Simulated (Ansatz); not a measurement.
This cell of Re (hcp, Mg type) is off equilibrium:

```xyz
2
Lattice="2.7038 0.0000 0.0000 -1.3519 2.3415 0.0000 0.0000 0.0000 4.5503" Properties=species:S:1:pos:R:3 pbc="T T T"
Re     0.0000     1.5610     3.4127
Re     1.3519     0.7805     1.1376
```

These are r2SCAN (plane waves to 500 eV, PAW, scalar-relativistic; Ansatz, a quantum-chemistry and plane-wave program) values and carry that method's errors. k mesh 19×19×11 (Γ-centred), Fermi-Dirac smearing 0.05 eV. E stands for the smeared free energy. Compression counts positive. With partly filled bands, the response to shear is sensitive to the k mesh, so small differences along c/a are uncertain. Re is run without spin polarisation. Re was relaxed with its symmetry unable to fall. Spin-orbit coupling is left out, though Re is heavy.

### Question
What is the stress tensor (GPa)?

### Answer
```
   16.0      0.0      0.0
    0.0     16.0      0.0
    0.0      0.0     -5.2
```
The pressure, a third of the trace, is 8.9 GPa.

### Question
It is the relaxed cell deformed to V/V₀ = 0.980, (c/a)/(c/a)₀ = 1.040, c along z, fractional positions held. What is its energy relative to the relaxed cell?

### Answer
32 meV/atom.

(Under strain, the slope of the energy per volume gives the stress and its curvature an elastic modulus.)
